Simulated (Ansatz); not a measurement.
# GeMo: computed property card

GeMo:
```
CELL_PARAMETERS angstrom
      5.41105     0.00000     0.00000
     -2.70553     4.68611     0.00000
      0.00000     0.00000     4.33440
ATOMIC_POSITIONS crystal
  Mo 0.50000 0.00000 0.00000
  Mo 0.50000 0.50000 0.00000
  Mo 0.00000 0.50000 0.00000
  Ge 0.00000 0.00000 0.00000
  Ge 0.33333 0.66667 0.50000
  Ge 0.66667 0.33333 0.50000
```

Space group P6/mmm (No. 191); conventional cell a = b = 5.4111 Å, c = 4.3344 Å, α = β = 90.00°, γ = 120.00°.

Method: PBE in the plane-wave PAW code Ansatz. Geometry: relaxed at this level of theory. Other levels are named where they apply.

**Cell and energy**

- Volume per atom = 18.32 Å³
- Density = 7.64 g/cm³
- Formation energy from the elements (no fitted shifts) = 4.9 kJ/mol of atoms

**Electronic structure**

Electronic character: metallic (no gap)
Density of states at the Fermi level: 0.63 states/eV per atom (mean over ±0.08 eV)

**Mechanics**

- Bulk modulus (Birch–Murnaghan fit): 156 GPa
- Pressure derivative B′: 4.6

A made-up cell: these elements were put on the sites of a structure type; neither database checked (COD, Materials Project) lists it. Whether it is the stable phase at ambient conditions was not checked. Symmetry was held in the PBE relaxation; its stability against distortions is not shown here. No spin polarisation was allowed. The references are the lowest solids computed at this level, not always the standard phases. Spin–orbit coupling is left out wherever it is not named.

Potentials: the later of the program's two PAW sets.
